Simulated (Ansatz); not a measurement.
MoS2:
```
MoS2
1.0
    3.12776     0.00000     0.00000
   -1.56388     2.70872     0.00000
    0.00000     0.00000    12.19935
Mo S
2 4
Direct
  0.00000   0.00000   0.25000
  0.00000   0.00000   0.75000
  0.33333   0.66667   0.37714
  0.66667   0.33333   0.62286
  0.66667   0.33333   0.87714
  0.33333   0.66667   0.12286
```

This is the LDA-relaxed structure.

Q: All from LDA (plane waves, PAW; program Ansatz), unless another level is named. Give the Young's modulus.

A: 84.8 GPa.

Q: And the zero-point energy?

A: 55.3 meV/atom.

Q: What about the highest zone-centre frequency (without LO–TO term)?

A: 59.2 meV.

Space group P6_3/mmc. The first step of the workflow began from a Materials Project structure, measured or hypothetical. Its sites differ from those of the usual phase in this space group: another stacking or structure type. The cell was relaxed with LDA under the symmetry of its start; phonons on a q-mesh show no instability. No spin polarisation was allowed. A crystal of weakly bound layers computed without a dispersion correction: the cell and the soft elastic constants depend strongly on that.

Potentials: the earlier of the program's two PAW sets.
